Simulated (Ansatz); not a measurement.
Cu Kα1 powder pattern (kinematic, no thermal factors).
2θ (°) (relative intensity): 12.66 (5), 14.63 (11), 20.74 (100), 24.37 (3), 25.48 (21), 29.50 (36), 33.08 (11), 36.34 (44), 38.63 (1), 42.21 (23), 44.24 (1), 44.90 (7), 47.48 (28), 49.95 (7), 52.33 (7), 54.64 (2), 56.89 (30), 61.22 (4), 63.32 (5), 65.38 (13), 67.41 (2), 69.41 (9), 71.38 (5), 73.33 (8), 77.17 (6), 79.06 (1), 80.95 (16), 82.83 (2), 86.56 (3), 88.42 (10)

The pattern is computed from a structure relaxed with DFT PBE, scalar-relativistic, plane waves, PAW (Ansatz 0.2.0). No spin polarisation. Its elements are C, Ca, Cd, N, Tl.

Give the structure.

CaTl₂CdC₆N₆.
Space group Fm-3m (No. 225). a = 12.102 Å, b = 12.102 Å, c = 12.102 Å, α = 90.00°, β = 90.00°, γ = 90.00°
```
atom  site  symmetry       x       y       z
  Ca    4a      m-3m  0.0000  0.0000  0.0000
  Tl    8c      -43m  0.2500  0.7500  0.7500
  Cd    4b      m-3m  0.5000  0.0000  0.0000
   C   24e      4m.m  0.2105  0.0000  0.0000
   N   24e      4m.m  0.3072  0.0000  0.0000
```

A pattern alone doesn't exclude other cells with like lines; this is the one computed.

It was reached by relaxing an invented guess, and it needn't be the stable form of this composition.
